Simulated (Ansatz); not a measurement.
**Surface calculation: fcc Sb (111), 3 layers**

The slab is cut from the fcc crystal, which needn't be the stable phase, as relaxed on PAW files (26.20 Å³/atom), with 16 Å of vacuum and a dipole correction:

```
Sb
1.0
     3.33385    0.00000    0.00000
    -1.66692    2.88720    0.00000
     0.00000    0.00000   21.44410
Sb
3
Direct
  0.16667 0.33333 0.37306
  0.50000 0.00000 0.50000
  0.83333 0.66667 0.62694
```

Computed with Ansatz 0.2.0; functional PBEsol, scalar-relativistic. Settings: a Γ-centred 11×11×1 k mesh, Fermi–Dirac smearing of 0.1 eV, no spin polarisation. Methods: LAPW: all electrons, basis error target 1 meV/atom; PAW: frozen-core files, cutoff 420 eV.

The bulk energy comes from a cell in the slab's orientation on a 11×11×4 mesh. The surface energy is (E(slab) − N·E(bulk))/2A at zero smearing, the mean of both faces; thin slabs carry quantum-size effects.

Spin–orbit coupling is left out, which matters for the heavy atoms. The PAW files were made under PBE.

Q: As cut, the LAPW slab lies 0.542 eV above 3 atoms of bulk. What surface energy is that?

A: Over two faces of 9.63 Å² it is 28.2 meV/Å², and times 16.02 J/m² per eV/Å² that gives γ = 0.451 J/m².

Q: What do relaxation and the other method give, and what work function comes out?

A: 

| method | γ as cut (J/m²) | γ relaxed (J/m²) | Φ as cut (eV) | Φ relaxed (eV) |
| --- | --- | --- | --- | --- |
| LAPW | 0.451 | 0.437 | 4.35 | 4.31 |
| PAW | 0.451 | 0.437 | 4.35 | 4.31 |

Q: How do the spacings between the planes relax?

A: From the bottom face up: d12 -3.3 % of 2.722 Å, d23 -3.3 % of 2.722 Å.

Q: A field of 0.1 V/Å is applied along the normal, atoms held. What follows?

A: LAPW finds an induced dipole of 0.0459 e·Å a cell (PAW 0.0459), that is 8.62 Å for 4πα over the area, against 5.27 Å between the outer atoms.

Q: What changes if the images along the normal are cut off in place of the dipole correction?

A: LAPW then gives: no gap, work function 4.31 eV; PAW: no gap, work function 4.31 eV.

Q: A 3d core hole is made on one atom of each kind in every 1×1 cell (PAW hole dataset, neutral cell, valence without spin). What does it cost by layer?

A: layer 1 527.41 eV, layer 2 527.66 eV. Shifts between layers mean more than the absolute values, and a whole layer of holes screens otherwise than one hole.
